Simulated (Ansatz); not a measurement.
Start of a relaxation, H put at a hollow Hf-Hf-Hf site (HfN, Fm-3m (No. 225), (1 1 1) face):

```yaml
crystal:
  lattice:
    - [3.18308, 0.00000, 0.00000]
    - [-1.59154, 2.75663, 0.00000]
    - [0.00000, 0.00000, 25.49743]
  atoms:
    - { symbol: N, position: [0.33333, 0.66667, 0.33337] }
    - { symbol: Hf, position: [0.66667, 0.33333, 0.38433] }
    - { symbol: N, position: [0.00000, 0.00000, 0.43530] }
    - { symbol: Hf, position: [0.33333, 0.66667, 0.48802] }
    - { symbol: N, position: [0.66667, 0.33333, 0.53722] }
    - { symbol: Hf, position: [0.00000, 0.00000, 0.58746] }
    - { symbol: H, position: [0.33333, 0.66667, 0.62432] }
```

Theory: Ansatz, DFT PBEsol, scalar-relativistic, plane waves, PAW. Settings: cutoff 420 eV, Γ-centred mesh 9×9×1 on the computed 7-atom cell, Gaussian smearing of 0.10 eV; no spin polarisation. The cell repeats along c with a dipole correction in the vacuum.

Atoms 1, 2, 3 (counted from 1) are held. The cell is fixed. Force threshold 0.03 eV/Å.

```
step E − E_final (eV) largest force (eV/Å)
   1             0.004                 0.350
   2             0.003                 0.114
   3             0.000                 0.045
   4             0.000                 0.016
```

(1) What is the final structure?

The end is the local minimum or symmetric point that this start leads to. The slab is only 6.5 Å thick, so the energy isn't converged with thickness.

Spin–orbit coupling is left out, which can shift energies with elements as heavy as these.

Answers

(1)
```
CELL_PARAMETERS angstrom
3.18308 0.00000 0.00000
-1.59154 2.75663 0.00000
0.00000 0.00000 25.49743
ATOMIC_POSITIONS crystal
N 0.33333 0.66667 0.33337
Hf 0.66667 0.33333 0.38433
N 0.00000 0.00000 0.43530
Hf 0.33333 0.66667 0.48725
N 0.66667 0.33333 0.53702
Hf 0.00000 0.00000 0.58685
H 0.33333 0.66667 0.62458
```

Cost: 1 run of about 1.3 core-minutes, on Intel Xeon Processor @ 2.70GHz (shared hosts).